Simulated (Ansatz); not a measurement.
CsLaS₂:
```xyz
4
Lattice="2.1690 1.2522 8.0796 -2.1690 1.2522 8.0796 0.0000 -2.5045 8.0796" Properties=species:S:1:pos:R:3 pbc="T T T"
Cs     0.0000     0.0000     0.0000
La     0.0000     0.0000    12.1194
S      0.0000     0.0000     5.5551
S      0.0000     0.0000    18.6837
```

This is the r²SCAN-relaxed structure. Tensor components refer to the Cartesian frame of this cell.

Question: All from r²SCAN in the plane-wave PAW code Ansatz, unless another level is named. Give the hole effective mass, band 2 of 2 at the edge.

Answer: 0.38 along x, 2.9 along z (mₑ).

Question: Give the band gap.

Answer: 2.84 eV (indirect).

Question: What about the HSE06 gap on the r²SCAN cell?

Answer: 3.35 eV.

Question: Next, the valence-band maximum?

Answer: at Γ.

Space group R-3m. The workflow started from a Materials Project entry (that database holds measured and hypothetical structures alike); the Crystallography Open Database copy checked does not list it. Its standing as an ambient phase is unchecked. The cell was relaxed with r²SCAN under the symmetry of its start; whether a distortion lowers the energy is not shown. Spin–orbit coupling is left out wherever it is not named.

Potentials: the later of the program's two PAW sets.
